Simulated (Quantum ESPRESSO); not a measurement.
# MoIn6Zr: a guest atom moved from site to site

Computed values, not a measurement. The program is pw.x of Quantum ESPRESSO 7.5 (plane-wave density functional theory). The cell is made up: eight metal atoms on a face-centred cubic lattice, with elements, volume, strain and displacements drawn at random and not relaxed, so it may be unstable or far from any real phase. PseudoDojo standard norm-conserving files set the functional (PBE unless stated); there is no spin polarisation or spin-orbit coupling, the Fermi-Dirac width of 0.25 eV means electrons at about 2900 K, and the masses in the input are unused placeholders. A spin test at this wide smearing found no moment, but such smearing suppresses magnetism that the real alloy may have.

The runs move one Mo atom among sites that otherwise hold In. Cell, positions, cutoff, mesh and smearing stay as in the input of run 1; sites are counted in its order. Stress in the tables is positive in tension.

Input of run 1:

```
&control calculation='scf', pseudo_dir='./dojo.nc.sr.pbe.v0_5.standard.upf', outdir='./o', disk_io='minimal', tprnfor=.true., tstress=.true. /
&system ibrav=0, nat=8, ntyp=3, nbnd=62, ecutwfc=79.96652505, nosym=.true., tot_charge=0,
 occupations='smearing', smearing='fd', degauss=0.0183746611
/
&electrons conv_thr=1.470e-08, electron_maxstep=70, mixing_beta=0.5 /
ATOMIC_SPECIES
In 1.0 In.upf
Mo 1.0 Mo.upf
Zr 1.0 Zr.upf
CELL_PARAMETERS angstrom
2.276 4.4431 2.2327
0.0267 4.3639 -4.3338
-4.2426 4.3047 -0.0325
ATOMIC_POSITIONS angstrom
Mo -0.0769 0.0282 -0.031
In -2.1986 2.1567 -0.058
Zr 0.0513 2.1355 -2.1388
In -2.084 4.3862 -2.1776
In 0.0519 4.3828 -0.016
In -2.0736 6.5041 0.0378
In 0.0918 6.5848 -2.1379
In -2.0297 8.7213 -2.2113
K_POINTS automatic
5 5 5 1 1 1
```

```
run  elements on sites 1 to 8  free energy less that of run 1 (eV)  -TS (eV)  pressure (GPa)  stress xx (GPa)  stress yy (GPa)  stress zz (GPa)  stress yz (GPa)  stress xz (GPa)  stress xy (GPa)  iterations
  1   Mo In Zr In In In In In                                0.000    -0.952            8.07            -9.02            -7.26            -7.94             0.55            -0.29             0.29          12
  2   In Mo Zr In In In In In                               -0.084    -0.985            7.78            -7.69            -8.63            -7.02             1.17             2.77             1.82          12
  3   In In Zr Mo In In In In                                0.059    -0.966            8.14            -8.44            -7.31            -8.68            -1.05            -0.50             1.70          12
  4   In In Zr In Mo In In In                                0.007    -1.014            8.04            -9.17            -6.78            -8.19            -0.97            -0.31            -0.16          12
  5   In In Zr In In In Mo In                                0.027    -1.048            7.21            -6.76            -8.52            -6.35            -0.97            -1.41             0.65          12
  6   In In Zr In In In In Mo                                0.137    -1.028            8.16            -8.90            -6.92            -8.65            -1.13            -0.33             0.14          12
```

Forces Fx Fy Fz (eV/Å):

| site | run 1 | run 2 | run 3 | run 4 | run 5 | run 6 |
| --- | --- | --- | --- | --- | --- | --- |
| 1 | 0.37 -0.09 -0.07 | 0.18 -0.32 0.22 | 0.10 -0.24 0.27 | -0.31 -0.52 -0.35 | -0.27 -0.43 0.42 | 0.69 -0.06 0.75 |
| 2 | 0.24 0.08 -0.06 | 0.05 -0.08 0.01 | 0.26 0.13 0.02 | 0.56 0.11 -0.35 | 0.69 0.26 0.46 | -0.11 0.12 0.36 |
| 3 | -0.75 0.26 0.00 | -0.40 0.66 -0.43 | -0.17 0.30 -0.39 | -1.12 0.61 0.17 | -0.73 0.98 -0.54 | -0.03 0.53 -0.95 |
| 4 | 0.00 -0.48 -0.12 | -0.09 -0.50 -0.12 | -0.19 -0.22 -0.01 | 0.58 -0.26 0.45 | 0.14 -0.67 -0.57 | -0.58 -0.74 -0.55 |
| 5 | 1.00 0.04 0.38 | 0.00 -0.04 0.26 | -0.14 -0.13 -0.78 | 0.46 -0.10 -0.19 | 0.39 0.05 0.02 | 0.28 -0.12 -0.04 |
| 6 | -0.59 0.33 0.02 | 0.48 0.42 0.18 | 0.27 0.21 -0.95 | -0.12 0.14 -0.46 | -0.16 0.25 -0.42 | -0.10 0.07 -0.38 |
| 7 | 0.55 0.09 -0.15 | -0.37 0.04 -0.17 | -0.36 0.07 0.78 | 0.12 0.26 0.34 | -0.02 -0.34 0.07 | 0.15 0.31 0.28 |
| 8 | -0.81 -0.22 0.01 | 0.15 -0.18 0.05 | 0.24 -0.12 1.05 | -0.16 -0.24 0.40 | -0.03 -0.09 0.55 | -0.30 -0.11 0.54 |

The sites are displaced and not relaxed, so the energy differences mix bonding between neighbours with strain and are not ordering energies. A rerun of one cell of this series at a higher cutoff and on a denser mesh moved values by no more than 0.005 eV in energy, 0.13 GPa in stress and 0.007 eV/Å in force, and a second program with other atomic files agreed on that cell to 2 % rms in force and 0.5 GPa in pressure.